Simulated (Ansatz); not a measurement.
TaAs:
```
CELL_PARAMETERS angstrom
     -1.71434     1.71434     5.79210
      1.71434    -1.71434     5.79210
      1.71434     1.71434    -5.79210
ATOMIC_POSITIONS crystal
  Ta 0.75030 0.25030 0.50000
  Ta 0.00030 0.00030 0.00000
  As 0.33230 0.83230 0.50000
  As 0.58230 0.58230 0.00000
```

Relaxed with PBEsol. Special points in fractions of this cell's reciprocal vectors: Γ (0.000, 0.000, 0.000); X (0.000, 0.000, 0.500); P (0.250, 0.250, 0.250); N (0.000, 0.500, 0.000); M (0.500, 0.500, -0.500); S (0.272, 0.728, -0.272); S0 (-0.272, 0.272, 0.272); R (-0.044, 0.044, 0.500); G (0.500, 0.500, -0.044).

Task: List the band energies nearest the Fermi level at these points for plane-wave PAW PBEsol (Ansatz code).

Result: In eV from the Fermi level; about four levels below and three above (degenerate sets whole), none deeper than 8.9 eV; points with the same levels are listed once.

```tsv
k	below	above
Γ	-2.42 -1.98 -1.67 -1.67	0.89 1.60 2.41
X	-3.22 -3.22 -1.16 -1.16	2.85 2.85 3.15 3.15
P	-3.23 -3.23 -1.16 -1.16	2.86 2.86 3.15 3.15
N	-2.52 -2.33 -1.61 -0.24	0.11 1.41 2.32
M	-2.90 -2.90 -0.95 -0.95	1.23 1.23 2.38 2.38
S	-2.49 -2.47 -1.77 -0.14	0.12 1.77 2.17
R	-3.19 -3.19 -1.18 -1.18	2.70 2.70 3.06 3.06
```

Space group I4_1md. Symmetry was held in the PBEsol relaxation. No spin polarisation was allowed. A small band overlap can be real or an error of a semilocal functional. The Fermi level of a semimetal is unsure by some 0.05 eV on such meshes. Scalar-relativistic: spin–orbit coupling is off unless named, which matters more the heavier the elements.

Potentials: the earlier of the program's two PAW sets. The files were generated under PBE; for other functionals the program regenerates the frozen cores, and for LDA and PBEsol the local potential too.
